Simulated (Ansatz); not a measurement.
A trial cell of HfSiO₄ was relaxed with PBEsol (plane waves to 420 eV, PAW, scalar-relativistic; Ansatz, a first-principles code).

Before: I-4 (No. 82), tI12; a = b = 4.3451 Å, c = 6.6574 Å, α = β = γ = 90.00°.

After relaxation:

Simulated powder pattern, Cu Kα, λ = 1.54184 Å (kinematic, ideal powder, no thermal factors, no anomalous dispersion; the 24 strongest lines at most, above 1 %, up to 2θ = 90°):

```json
[
 {"2θ (°)": "18.73", "I/Imax (%)": "100"},
 {"2θ (°)": "21.66", "I/Imax (%)": "23"},
 {"2θ (°)": "30.82", "I/Imax (%)": "45"},
 {"2θ (°)": "36.31", "I/Imax (%)": "33"},
 {"2θ (°)": "37.98", "I/Imax (%)": "11"},
 {"2θ (°)": "44.14", "I/Imax (%)": "4.4"},
 {"2θ (°)": "48.35", "I/Imax (%)": "27"},
 {"2θ (°)": "49.69", "I/Imax (%)": "14"},
 {"2θ (°)": "54.80", "I/Imax (%)": "18"},
 {"2θ (°)": "58.44", "I/Imax (%)": "13"},
 {"2θ (°)": "64.20", "I/Imax (%)": "8.5"},
 {"2θ (°)": "67.53", "I/Imax (%)": "18"},
 {"2θ (°)": "68.62", "I/Imax (%)": "6.3"},
 {"2θ (°)": "72.90", "I/Imax (%)": "7.7"},
 {"2θ (°)": "76.05", "I/Imax (%)": "4.5"},
 {"2θ (°)": "77.09", "I/Imax (%)": "4.0"},
 {"2θ (°)": "81.21", "I/Imax (%)": "1.3"},
 {"2θ (°)": "84.27", "I/Imax (%)": "9.9"},
 {"2θ (°)": "85.29", "I/Imax (%)": "2.3"},
 {"2θ (°)": "89.34", "I/Imax (%)": "10.0"}
]
```

**Question.** Identify the relaxed structure from its pattern: crystal system, space group and cell.

**Answer.** Cubic, F-43m (No. 216), cF24; a = 8.2062 Å, b = 8.2062 Å, c = 8.2062 Å, α = 90.00°, β = 90.00°, γ = 90.00°. Sites: Hf 4d (0.750, 0.750, 0.750); O 16e (0.886, 0.886, 0.886); Si 4a (0.000, 0.000, 0.000).

**Question.** Index the strongest lines.

**Answer.** 18.73° (111), 21.66° (200), 30.82° (220), 36.31° (311), 48.35° (331).

No spin polarisation in the result.

The run could not lose the symmetry of its start, so the end can be a saddle point.

The relaxed structure here is a generated cell of HfSiO4: the first start was made by placing the elements on the sites of a structure type, and the end was not matched to a known phase here, so it may be hypothetical.
